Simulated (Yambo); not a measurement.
**Excitons in SiO2**

```xyz
12
Lattice="5.0691 0.0000 0.0000 -2.5345 4.3899 0.0000 0.0000 0.0000 8.5585" Properties=species:S:1:pos:R:3 pbc="T T T"
O     -1.0677     1.8493     0.0000
O      2.9337     0.0000     4.2792
O      1.4668     2.5406     0.0000
O     -1.4668     2.5406     4.2792
O      2.1354     0.0000     0.0000
O      1.0677     1.8493     4.2792
O      2.5345     1.4633     6.4189
O      0.0000     2.9266     2.1396
Si     2.5345     1.4633     8.0204
Si     0.0000     2.9266     3.7412
Si     2.5345     1.4633     4.8173
Si     0.0000     2.9266     0.5381
```

The geometry is that of Materials Project entry mp-559091, symmetrised and not relaxed again.

BSE in Yambo on PBEsol (Quantum ESPRESSO, PseudoDojo norm-conserving, 84 Ry, scalar-relativistic) bands: 6×6×2 mesh, 16 valence and 7 conduction bands, static screening with 101 bands and a 3 Ry block, scissor 2.84 eV, Tamm-Dancoff; field along x.

```json
[
 {"state": "1", "energy (eV)": "7.27", "states within 2 meV": "2", "relative strength": "0.07", "class": "weak", "main transitions": "several band pairs"},
 {"state": "2", "energy (eV)": "7.73", "states within 2 meV": "1", "relative strength": "< 0.01", "class": "dark", "main transitions": "several band pairs"},
 {"state": "3", "energy (eV)": "7.78", "states within 2 meV": "1", "relative strength": "< 0.01", "class": "dark", "main transitions": "several band pairs"},
 {"state": "4", "energy (eV)": "7.85", "states within 2 meV": "2", "relative strength": "< 0.01", "class": "dark", "main transitions": "several band pairs"},
 {"state": "5", "energy (eV)": "8.01", "states within 2 meV": "2", "relative strength": "< 0.01", "class": "dark", "main transitions": "several band pairs"},
 {"state": "6", "energy (eV)": "8.06", "states within 2 meV": "1", "relative strength": "< 0.01", "class": "dark", "main transitions": "VB → CB (97 %)"},
 {"state": "7", "energy (eV)": "8.12", "states within 2 meV": "2", "relative strength": "< 0.01", "class": "dark", "main transitions": "VB → CB (63 %)"},
 {"state": "8", "energy (eV)": "8.23", "states within 2 meV": "1", "relative strength": "< 0.01", "class": "dark", "main transitions": "VB−1 → CB (92 %)"},
 {"state": "9", "energy (eV)": "8.30", "states within 2 meV": "1", "relative strength": "< 0.01", "class": "dark", "main transitions": "VB → CB (96 %)"},
 {"state": "10", "energy (eV)": "8.35", "states within 2 meV": "2", "relative strength": "< 0.01", "class": "dark", "main transitions": "several band pairs"}
]
```

These are vertical excitations (zero momentum). The direct quasiparticle gap on this mesh is 8.52 eV; counted from there, state 1 is bound by 1.25 eV. Convergence with the mesh was not shown.

Spin singlets only. Strengths are relative to the strongest of the lowest states of this run; strong means a line over 3 % of the spectrum's maximum, dark under 0.03 %. Absolute energies carry the error of the G0W0 scissor, whose convergence isn't established; the long-wavelength screening was taken along (1,1,1) although the crystal is anisotropic.

This is not the ordinary phase of the substance; no match was found in the copy of COD used, and its stability was not checked.
